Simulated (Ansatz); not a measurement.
The following input was run with Ansatz 0.2.0.

```yaml
crystal:
  lattice:
    - [1.6315714866, 0.941988237, 4.8471798041]
    - [-1.6315714866, 0.941988237, 4.8471798041]
    - [0.0, -1.883976474, 4.8471798041]
  atoms:
    - { symbol: Sc, position: [0.2330473437, 0.2330473437, 0.2330473437] }
    - { symbol: Sc, position: [0.7669526563, 0.7669526563, 0.7669526563] }
    - { symbol: C, position: [0.5, 0.5, 0.5] }
    - { symbol: O, position: [0.0, 0.0, 0.0] }
basis:
  ecutwfc: 420
kpoints:
  mp_grid: { grid: [15, 15, 15] }
hamiltonian:
  xc: pbesol
scf:
  occupations: { method: gaussian, width: 0.1 }
output:
  forces: true
  stress: true
  eigenvalues: true
```

Launched with
```bash
ansatz run input.yaml --threads 1 --pin off --max-ram 1331MiB --backend cpu --events-out ev --progress --plain --runs-dir out
```

Level of theory: DFT PBEsol, scalar-relativistic, plane waves, PAW in Ansatz.

Abridged output:

```
Pseudopotentials: kind: paw
Pseudopotential: Sc, paw, valence charge 11, recommended cutoff 420 eV (normal)
Pseudopotential: C, paw, valence charge 4, recommended cutoff 420 eV (normal)
Pseudopotential: O, paw, valence charge 6, recommended cutoff 420 eV (normal)
Functional definition: PBEsol
Crystal: 4 atoms, lattice volume = 44.698 Å³
Basis set: ecut = 420 eV, 881 PW (Γ), FFT grids on a1−a3, a2−a3, a3, exchange–correlation on 48×48×72 points (8 copies of the dense FFT grid, shifted against one another)
Bands: 20, of which v1, the nominal top of the filled ones, is band 16 counted from 1 (15 counted from 0)
Symmetry: 12 space group operations
Space group: R-3m (ITA 166), of the structure as read, at distance tolerance 3.5e-5 Å
k-points: 344 of 3375
Initial density: superposition of atomic densities (neutral atoms: chi_scale 0, normalization atom), corrected by the library's trained network
Initial wavefunctions: pseudopotential atomic-orbital guess
Functional: x = pbesol(κ = 0.804, μ = 0.12345679), c = pbesol(β = 0.046)
SCF iter   1: F=—  HF=-5033.649401 eV  |F-HF|=—  |Δ(HF+E_count)|=         —  Δρ=1.20e-2  dr2=5.26e-2  ethr=1.77e-3  ⟨swp⟩=4.3  Hψ=28739  notcnv=0
SCF iter   2: F=—  HF=-5033.635935 eV  |F-HF|=—  |Δ(HF+E_count)|=   1.35e-2  Δρ=2.27e-3  dr2=9.57e-4  ethr=1.65e-4  ⟨swp⟩=2.0  Hψ=13758  notcnv=0
SCF iter   3: F=—  HF=-5033.635878 eV  |F-HF|=—  |Δ(HF+E_count)|=   5.73e-5  Δρ=8.99e-4  dr2=1.47e-4  ethr=2.99e-6  ⟨swp⟩=2.3  Hψ=11235  notcnv=0
SCF iter   4: F=—  HF=-5033.635914 eV  |F-HF|=—  |Δ(HF+E_count)|=   3.66e-5  Δρ=1.67e-4  dr2=6.91e-6  ethr=4.59e-7  ⟨swp⟩=2.0  Hψ=9240  notcnv=0
SCF iter   5: F=—  HF=-5033.635917 eV  |F-HF|=—  |Δ(HF+E_count)|=   2.55e-6  Δρ=3.85e-5  dr2=3.01e-7  ethr=2.16e-8  ⟨swp⟩=2.0  Hψ=11535  notcnv=0
SCF iter   6: F=-5033.635917 eV  HF=-5033.635917 eV  |F-HF|=3.25e-8  |Δ(HF+E_count)|=   8.28e-8  Δρ=1.05e-5  dr2=4.90e-8  ethr=3.13e-10  ⟨swp⟩=4.2  Hψ=22718  notcnv=0
SCF 1 converged in 6 iterations: F = -5033.635917 eV  dr2 = 4.90e-8
SCF converged after 6 iterations
Free energy (F): -5033.635917 eV
Harris-Foulkes:  -5033.635917 eV  (|F-HF|=3.25e-8)
Internal energy: -5033.635914 eV  (E = F + TS)
E sigma→0 (E₀):  -5033.635915 eV
Entropy (-TS):   -0.000003 eV (-0.001 meV/atom)
Fermi energy:    12.417155 eV
--- Per-component energies (eV) ---
  E_band       = -187.210770
  E_kinetic    = 801.598217
  E_local      = -1671.471225  (includes V_loc(G=0)·N_el)
  E_nonlocal   = 241.572194
  E_hartree    = 566.993418
  E_xc         = -334.491392
  E_vxc        = -419.604253  (∫ρ·V_xc dr)
  E_paw        = -2111.216368  (= ΣΔE_a)
  E_vpaw       = -273.296853  (= ΣTr[D̂ρ^β])
  E_aug_tail   = 0.002451  (compensation charges beyond the density's cutoff)
  E_ewald      = -2526.937647
  E_core_change = 0.314438  (= ΣΔE_core)
  E_smearing   = -0.000003  (= −TS)
--- Forces (eV/Å), atoms counted from 1 ---
  atom   1  Sc     0.00000000     0.00000000     7.85634244
  atom   2  Sc     0.00000000     0.00000000    -7.85634244
  atom   3  C      0.00000000     0.00000000     0.00000000
  atom   4  O      0.00000000     0.00000000     0.00000000
--- Stress (GPa, compression-positive) ---
       18.010301       0.000000       0.000000
        0.000000      18.010301       0.000000
        0.000000       0.000000      38.820077
  P = ⅓ Tr σ = 24.9469 GPa (249.469 kbar)
--- Band table (eV; the first three rows and the last of 344) ---
  k-point 0: bands = ["-35.1930", "-34.8801", "-14.5031", "-13.7913", "-13.7913", "-13.5383", "-13.5383", "-13.4513", "-4.8203", "3.5527", "7.4672", "9.2531", "9.2531", "11.8436", "11.8436", "12.1644", "14.3111", "14.3111", "16.0712", "16.9000"]
  k-point 1: bands = ["-35.1877", "-34.8809", "-14.4938", "-13.8231", "-13.8015", "-13.5557", "-13.5368", "-13.4464", "-4.8012", "3.5621", "7.5445", "9.2853", "9.2985", "11.5881", "11.7720", "12.0981", "14.3045", "14.4422", "16.1780", "16.9136"]
  k-point 2: bands = ["-35.1724", "-34.8837", "-14.4682", "-13.9048", "-13.8289", "-13.6040", "-13.5338", "-13.4392", "-4.7497", "3.5992", "7.7479", "9.3726", "9.4058", "11.0245", "11.6081", "11.9285", "14.2348", "14.7816", "16.4168", "16.9494"]
  k-point 343: bands = ["-35.1722", "-34.8974", "-14.3344", "-13.8489", "-13.7949", "-13.6198", "-13.5520", "-13.5442", "-4.6870", "3.1878", "9.4811", "9.6403", "9.9854", "10.1369", "10.6404", "10.8368", "14.5132", "14.8020", "16.0464", "16.4841"]
```

The run converged.